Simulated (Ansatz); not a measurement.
Ansatz (a quantum-chemistry and plane-wave program) input:

Ansatz 0.2 input:
```yaml
crystal:
  lattice:
    - [4.0521676162, 0.0, 0.0]
    - [0.0, 4.0521676162, 0.0]
    - [0.0, 0.0, 4.0521676162]
  atoms:
    - { symbol: K, position: [0.0, 0.0, 0.0] }
    - { symbol: Zn, position: [0.5, 0.5, 0.5] }
    - { symbol: F, position: [0.5, 0.5, 0.0] }
    - { symbol: F, position: [0.0, 0.5, 0.5] }
    - { symbol: F, position: [0.5, 0.0, 0.5] }
kpoints:
  mp_grid: { grid: [7, 7, 7] }
hamiltonian:
  xc: pbesol
  pseudopotentials: { kind: paw }
scf:
  occupations: { method: fixed }
elastic: { mode: relaxed_ion, stencil: two_point, amplitude: 0.005, f_tol: 0.0005 }
```

Output (shortened):

```
Pseudopotential: K, paw, valence charge 9
Pseudopotential: Zn, paw, valence charge 12
Pseudopotential: F, paw, valence charge 7
Functional definition: PBEsol
Crystal: 5 atoms, lattice volume = 66.537 Å³
Basis set: ecut = 420 eV, 1309 PW (Γ), exchange–correlation on 60×60×60 points (8 copies of the dense FFT grid, shifted against one another)
Bands: 26, of which v1, the nominal top of the filled ones, is band 21 counted from 1 (20 counted from 0)
Symmetry: 48 space group operations
Space group: Pm-3m (ITA 221), of the structure as read, at distance tolerance 4.1e-5 Å
k-points: 20 of 343
SCF 1 converged in 11 iterations: F = -7202.652849 eV  dr2 = 5.10e-14
Crystal: 5 atoms, lattice volume = 66.204 Å³
Symmetry: 16 space group operations
k-points: 40 of 343
SCF 2 converged in 12 iterations: F = -7202.651889 eV  dr2 = 3.57e-14
Crystal: 5 atoms, lattice volume = 66.870 Å³
Basis set: ecut = 420 eV, 1325 PW (Γ), exchange–correlation on 60×60×60 points (8 copies of the dense FFT grid, shifted against one another)
SCF 3 converged in 9 iterations: F = -7202.652147 eV  dr2 = 3.25e-14
Crystal: 5 atoms, lattice volume = 66.536 Å³
Basis set: ecut = 420 eV, 1317 PW (Γ), exchange–correlation on 60×60×60 points (8 copies of the dense FFT grid, shifted against one another)
Symmetry: 8 space group operations
k-points: 64 of 343
SCF 4 converged in 10 iterations: F = -7202.652470 eV  dr2 = 5.88e-14
Crystal: 5 atoms, lattice volume = 66.536 Å³
SCF 5 converged in 9 iterations: F = -7202.652470 eV  dr2 = 2.25e-14
SCF converged after 11 iterations
Free energy (F): -7202.652849 eV
Harris-Foulkes:  -7202.652849 eV  (|F-HF|=2.73e-12)
Internal energy: -7202.652849 eV  (E = F + TS)
E sigma→0 (E₀):  -7202.652849 eV
Fermi energy:    3.955042 eV
--- Per-component energies (eV) ---
  E_band       = -153.930776
  E_kinetic    = 1003.889387
  E_local      = -4053.231822  (includes V_loc(G=0)·N_el)
  E_nonlocal   = 860.749950
  E_hartree    = 1595.984402
  E_xc         = -503.781031
  E_vxc        = -518.998535  (∫ρ·V_xc dr)
  E_paw        = -3142.744493  (= ΣΔE_a)
  E_vpaw       = -638.314257  (= ΣTr[D̂ρ^β])
  E_aug_tail   = 0.005705  (compensation charges beyond the density's cutoff)
  E_ewald      = -2964.557515
  E_core_change = 1.032568  (= ΣΔE_core)
  E_smearing   =  0.000000  (= −TS)
  E_closure    = 0.000000  (closes the sum)
  Σ components = -7202.652849   (vs F -7202.652849, Δ=0.00e0)
--- Forces (eV/Å), atoms counted from 1 ---
  atom   1  K      0.00000000     0.00000000     0.00000000
  atom   2  Zn     0.00000000     0.00000000     0.00000000
  atom   3  F      0.00000000     0.00000000     0.00000000
  atom   4  F      0.00000000     0.00000000     0.00000000
  atom   5  F      0.00000000     0.00000000     0.00000000
  max |Σ_I F_I| component: 0.0 eV/Å
--- Stress (GPa, compression-positive) ---
        0.011907       0.000000       0.000000
        0.000000       0.011907       0.000000
        0.000000       0.000000       0.011907
  P = ⅓ Tr σ = 0.0119 GPa (0.119 kbar)
--- Band table (eV; the first three rows and the last of 20) ---
  k-point 0: bands = ["-22.7751", "-17.3825", "-16.7406", "-16.7406", "-6.3347", "-6.3347", "-6.3347", "-0.0765", "-0.0765", "-0.0765", "0.6177", "0.6177", "0.6177", "0.9621", "0.9621", "2.0452", "2.0452", "2.0452", "2.2522", "2.2522", "2.2522", "7.7760", …
  k-point 1: bands = ["-22.7708", "-17.3580", "-16.7637", "-16.7393", "-6.3341", "-6.3258", "-6.3258", "-0.4816", "-0.0672", "-0.0672", "0.5498", "0.5498", "0.6186", "0.9622", "1.2020", "2.0029", "2.0714", "2.0714", "2.2272", "2.2627", "2.2627", "8.1821", …
  k-point 2: bands = ["-22.7610", "-17.2955", "-16.8231", "-16.7363", "-6.3326", "-6.3057", "-6.3057", "-1.0662", "-0.0318", "-0.0318", "0.3924", "0.3924", "0.6204", "0.9625", "1.3077", "1.9094", "2.0890", "2.0890", "2.3083", "2.3188", "2.3188", "9.2030", …
  k-point 19: bands = ["-22.7256", "-16.9237", "-16.8868", "-16.8868", "-6.4868", "-6.4868", "-6.4687", "-2.1246", "-1.1930", "-1.1930", "-0.2602", "-0.2294", "-0.2294", "2.1425", "2.1722", "2.1722", "2.5624", "2.5624", "2.5983", "3.9441", "3.9441", …
--- Elastic constants: 2 strain directions × 2 members + reference (group order 48) ---
  dense FFT box of the reference and of every strained cell: 30×30×30
  strains applied: 11, 23; error gains: componentwise 1.00 (the most a stress slope's error grows in a printed constant), spectral 1.73 (1 for all six strains …
  C = ∂σ_k/∂η_j (tension-positive GPa; Voigt order 11 22 33 23 13 12):
       135.350     52.134     52.134      0.000      0.000      0.000
        52.134    135.350     52.134      0.000      0.000      0.000
        52.134     52.134    135.350      0.000      0.000      0.000
         0.000      0.000      0.000     33.412      0.000      0.000
         0.000      0.000      0.000      0.000     33.412      0.000
         0.000      0.000      0.000      0.000      0.000     33.412
  reference stress σ⁰ (GPa):     -0.012     -0.012     -0.012      0.000      0.000      0.000
  moduli (Voigt/Reuss/Hill, GPa): K = 79.87/79.87/79.87   G = 36.69/36.27/36.48   E = 94.98   ν = 0.302
  mechanically stable: yes (min eigenvalue of sym C = 33.41 GPa)
  strain η (Voigt 11):  stress-route row diagonal C_11 = 135.35 GPa, energy-path curvature d²(F+E_count+ΔE)/dδ²/Ω₀ = 136.21 GPa
         δ    σ_11 (GPa)             F (eV)   n_scf  n_hpsi   n_pw
    -5.000e-3      -0.7070       -7202.6518895      12   25401   1309   relax 0 steps, max|allowed force component| 0.0 eV/Å
     5.000e-3       0.6465       -7202.6521467       9   21430   1330   relax 0 steps, max|allowed force component| 0.0 eV/Å
  strain η (Voigt 23):  stress-route row diagonal C_44 = 33.41 GPa, energy-path curvature d²(F+E_count+ΔE)/dδ²/Ω₀ = 34.24 GPa
         δ    σ_23 (GPa)             F (eV)   n_scf  n_hpsi   n_pw
    -5.000e-3      -0.1671       -7202.6524699      10   34573   1321   relax 0 steps, max|allowed force component| 0.0 eV/Å
     5.000e-3       0.1671       -7202.6524699       9   33417   1321   relax 0 steps, max|allowed force component| 0.0 eV/Å
```

Cost: roughly 25 core-seconds on shared cores.

The cell was relaxed with PBEsol under the symmetry of its start.

Potentials: the later of the program's two PAW sets.

Ansatz is a plane-wave DFT program.
